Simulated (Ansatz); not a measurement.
AlN, first-principles data

AlN:
```
CELL_PARAMETERS angstrom
      5.28536     0.00000     0.00000
      0.00000     5.28536     0.00000
      0.00000     0.00000     3.09964
ATOMIC_POSITIONS crystal
  Al 0.32322 0.67678 0.00000
  Al 0.67678 0.32322 0.00000
  Al 0.82322 0.82322 0.50000
  Al 0.17678 0.17678 0.50000
  N  0.31514 0.31514 0.00000
  N  0.68486 0.68486 0.00000
  N  0.18486 0.81514 0.50000
  N  0.81514 0.18486 0.50000
```

Space group P4_2/mnm (No. 136); conventional cell a = b = 5.2854 Å, c = 3.0996 Å, α = β = γ = 90.00°.

Method: DFT-r²SCAN in the program Ansatz with PAW potentials. The cell and atoms are relaxed at this level. Other levels are named where they apply.

### Cell and energy

| Quantity | Value |
|---|---|
| Volume per atom | 10.82 Å³ |
| Density | 3.14 g/cm³ |
| Formation energy from the elements (no fitted shifts) | -1.59 eV/atom |

### Electronic structure

| Item | Result |
|---|---|
| Band gap | 4.48 eV (smallest direct gap 4.49 eV) |
| Valence-band maximum | on the M–Γ line, 88 % of the way from M |
| Conduction-band minimum | at Γ |
| Electron effective mass | 0.33, 0.33, 0.36 mₑ (principal values) |
| Hole effective mass | 0.50, 1.7, 3.4 mₑ (principal values) |
| HSE06 gap on the r²SCAN cell | 5.20 eV |

### Mechanics

| Quantity | Result |
|---|---|
| Bulk modulus (Birch–Murnaghan fit) | 196 GPa |
| Pressure derivative B′ | 3.6 |
| Elastic constants (relaxed ions, GPa) | C11 = 287, C12 = 147, C13 = 128, C33 = 429, C44 = 111, C66 = 140 |
| Mechanical stability | stable (all eigenvalues of C positive) |
| Hill bulk and shear moduli | 199 and 109 GPa |
| Young's modulus | 276 GPa |
| Poisson's ratio | 0.27 |
| Debye temperature from the elastic constants | 881 K |

### Charges

| Item | Value |
|---|---|
| Bader charges | Al +2.49, N -2.49 e |

The start of the workflow was typed in or built on a structure type; neither database checked (COD, Materials Project) lists it. It is not the phase usual at ambient conditions (space group No. 186, 216). Symmetry was held in the r²SCAN relaxation; whether a distortion lowers the energy is not shown. The references are the lowest solids computed at this level, not always the standard phases (solids in place of the gases).

Potentials: the earlier of the program's two PAW sets. The files were generated under PBE; for other functionals the program regenerates the frozen cores, and for LDA and PBEsol the local potential too.
